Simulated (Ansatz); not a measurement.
CuPd in space group R-3m (No. 166; Cu on 3a, Pd on 3b) at seven volumes, the program Ansatz at the LDA level (PAW), shape and atoms relaxed at each. One row is withheld.

```json
[
 {"V (Å³/atom)": "11.557", "P (GPa)": "?"},
 {"V (Å³/atom)": "11.938", "P (GPa)": "15.02"},
 {"V (Å³/atom)": "12.319", "P (GPa)": "6.82"},
 {"V (Å³/atom)": "12.700", "P (GPa)": "0.00"},
 {"V (Å³/atom)": "13.081", "P (GPa)": "-5.66"},
 {"V (Å³/atom)": "13.462", "P (GPa)": "-10.34"},
 {"V (Å³/atom)": "13.843", "P (GPa)": "-14.21"}
]
```

Task: Fit the shown pressures and predict the withheld one.

Result: Third-order Birch–Murnaghan: P = (3/2)B₀(x^(7/2) − x^(5/2))[1 + (3/4)(B′ − 4)(x − 1)] with x = (V₀/V)^(2/3). Least squares on the six rows gives V₀ = 12.700 Å³/atom, B₀ = 206.6 GPa, B′ = 5.23. At V = 11.557, x = 1.0649 and P = 24.94 GPa. The run itself gave 24.88 GPa.

The first step of the workflow began from a Materials Project structure, measured or hypothetical; the Crystallography Open Database copy checked does not list it. COD files the formula under space group No. 221. With Cu and Pd taken as one species the cell has the higher symmetry Fm-3m, so it may be an ordered model of a mixed-site phase. Whether it is the stable phase at ambient conditions was not checked. Symmetry was held in the LDA relaxation; whether a distortion lowers the energy is not shown. No spin polarisation was allowed.

Potentials: the later of the program's two PAW sets.
